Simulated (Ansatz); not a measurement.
A distorted cell of KF (rock salt):

```xyz
2
Lattice="0.0000 2.7104 2.7104 2.7104 0.0000 2.7104 2.7104 2.7104 0.0000" Properties=species:S:1:pos:R:3 pbc="T T T"
F     -0.6293    -0.6293     0.4450
K      2.7104     2.7104     2.7104
```

These are PBE (plane waves to 420 eV, PAW, scalar-relativistic; Ansatz, a program for electronic structure) values and carry that method's errors. k mesh 9×9×9 (Γ-centred), Fermi-Dirac smearing 0.05 eV. E stands for the smeared free energy. Compression counts positive. KF was relaxed with its symmetry unable to fall.

**Question.** What forces act on the atoms (eV/Å, Cartesian)?

**Answer.** 
```json
[
 {"atom": "F1", "Fx": "0.963", "Fy": "0.963", "Fz": "0.098"},
 {"atom": "K2", "Fx": "-0.963", "Fy": "-0.963", "Fz": "-0.098"}
]
```

**Question.** What is the stress tensor (GPa)?

**Answer.** 
```
   13.1     -6.8      3.1
   -6.8     13.1      3.1
    3.1      3.1      4.7
```
The pressure, a third of the trace, is 10.3 GPa.

**Question.** In it atom 1 sits (-0.629, -0.629, 0.445) Å away from its relaxed site. What is its energy relative to the relaxed cell?

**Answer.** 646 meV/cell.

(For displaced atoms, the force is minus the slope of the energy, and its curvature is a force constant, which sets phonon frequencies.)
